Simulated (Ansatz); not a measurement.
SiNi in space group Pnma (No. 62; Si on 4c, Ni on 4c) is relaxed with PBE in the plane-wave PAW code Ansatz. What lattice parameters of the conventional cell result?

a = 5.139 Å, b = 3.397 Å, c = 5.598 Å.

Give the free coordinates with the occupied sites.

In one choice of origin and axes:

```csv
atom,site,symmetry,x,y,z
Si,4c,.m.,0.1791,0.2500,0.4142
Ni,4c,.m.,0.0084,0.2500,0.8114
```

Is it a metal or does it have a gap at this level?

No gap at this level.

The cell keeps a stress of up to 0.3 GPa. Symmetry was held in the PBE relaxation. The run is not spin-polarised.

Potentials: the earlier of the program's two PAW sets.
